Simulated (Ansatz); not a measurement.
The calculation used DFT PBE, scalar-relativistic, plane waves, PAW in Ansatz 0.2.0. All cells share a 420 eV cutoff and Γ-centred k meshes spaced about 0.3 Å⁻¹ or finer (0.25 for metals, 2π included). No spin polarisation.

These are static total energies at zero pressure.

Compare these two cells of Hf₄F₃, each relaxed at this level.

1.

```
CELL_PARAMETERS angstrom
4.88150 0.00000 0.00000
0.00000 4.88150 0.00000
0.00000 0.00000 5.14245
ATOMIC_POSITIONS crystal
Hf 0.27502 0.27502 0.30195
Hf 0.72498 0.72498 0.30195
Hf 0.72498 0.27502 0.69805
Hf 0.27502 0.72498 0.69805
F 0.00000 0.00000 0.00000
F 0.00000 0.00000 0.50000
F 0.50000 0.50000 0.00000
```

2.

```
CELL_PARAMETERS angstrom
4.99240 0.00000 0.00000
0.00000 4.99240 0.00000
0.00000 0.00000 4.99240
ATOMIC_POSITIONS crystal
Hf 0.29241 0.70759 0.29241
Hf 0.70759 0.29241 0.29241
Hf 0.29241 0.29241 0.70759
Hf 0.70759 0.70759 0.70759
F 0.00000 0.00000 0.50000
F 0.50000 0.00000 0.00000
F 0.00000 0.50000 0.00000
```

Question: Which would you expect to be lower, and how large is the difference?

Answer: Cell 2 is lower, by 7 meV/atom. Cell 1 has space group P-42m (No. 111), 17.5 Å³/atom and no gap on its mesh; cell 2 has space group P-43m (No. 215), 17.8 Å³/atom and no gap. Counting F atoms around Hf (those within 1.25 times the shortest such distance or 1.15 times the sum of covalent radii, 1.27 where that leaves under three; a plus sign parts nearer from farther groups), cell 1 has Hf 2+1 and cell 2 has Hf 3. In cell 1, around Hf lie 2 F at 2.15–2.20 Å, 1 F at 2.45 Å and 3 Hf at 3.00–3.11 Å; around F on its first site lie 4 Hf at 2.45 Å and 2 F at 2.57 Å; F on its second site has 4 Hf at 2.15 Å and 2 F at 2.57 Å; 1 more site not described. In cell 2, Hf has 3 F at 2.31 Å and 3 Hf at 2.93 Å; F is surrounded by 4 Hf at 2.31 Å. Both come from trial cells of a structure search, whose lowest cell (Cm, 18.6 Å³/atom) lies 236 meV/atom below the lower of the two.

For metals, differences of a few meV/atom aren't resolved. These runs have no spin–orbit coupling, which can matter for Hf. In P-42m, P-43m an odd number of electrons in the primitive cell allows no gap without spin; a larger cell or a magnetic state could open one. A magnetic state wasn't ruled out in cells without spin, among them P-42m, P-43m. Cells relaxed within their symmetry can be saddle points. Some types were kept out of the candidates beforehand, so the set may lack a known form.
